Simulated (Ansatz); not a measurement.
Hf, DFT, PBEsol, all-electron LAPW, scalar-relativistic (Ansatz 0.2.0), run on 1 thread of Intel(R) Xeon(R) 6975P-C (Granite Rapids) on a shared host.

The cell is COD entry 1534929, as deposited and not checked against the literature; nothing was relaxed.

Command: `ansatz run input.yaml --threads 1 --pin off --max-ram 3072MiB --backend cpu --events-out ev --progress --plain --runs-dir out`

```yaml
crystal:
  lattice:
    - [0.0, 2.22, 2.22]
    - [2.22, 0.0, 2.22]
    - [2.22, 2.22, 0.0]
  atoms:
    - { symbol: Hf, position: [0.0, 0.0, 0.0] }
kpoints:
  mp_grid: { grid: [16, 16, 16] }
  band_path:
    path:
      - [0.0, 0.0, 0.0]
      - [0.5, 0.0, 0.5]
      - [0.625, 0.25, 0.625]
      - [0.375, 0.375, 0.75]
      - [0.0, 0.0, 0.0]
      - [0.5, 0.5, 0.5]
      - [0.5, 0.25, 0.75]
      - [0.5, 0.0, 0.5]
    npoints: 14
scf:
  occupations: { method: fermi_dirac, width: 0.03 }
hamiltonian:
  xc: pbesol
  pseudopotentials: { kind: all_electron, lapw: { basis_error: 0.00025 } }
output:
  forces: true
  stress: true
  eigenvalues: true
  populations: true
  dos: { projected: true, de: 0.2, e_range: [-14, 8] }
```

**Question.** How large is the problem that the program sets up?

**Answer.** 145 irreducible k-points, 181 plane waves at Γ, 22 bands.

**Question.** Estimate the wall time and the peak memory.

**Answer.** 14 s of wall time for 8 SCF iterations, with a peak of 0.45 GiB. Times on shared machines scatter by tens of per cent.

**Question.** And the same cell and mesh by frozen-core PAW, asked for forces, stress, eigenvalues, efg, populations, bader, dos, write_density, write_potential, elf and the same band path, on the same hardware?

**Answer.** 5.8 s, peak memory 0.46 GiB.

**Question.** And the same cell and mesh by crystal-made all-electron datasets, asked for forces, stress, eigenvalues, efg and the same band path, on the same hardware?

**Answer.** 12 s, peak memory 0.55 GiB.
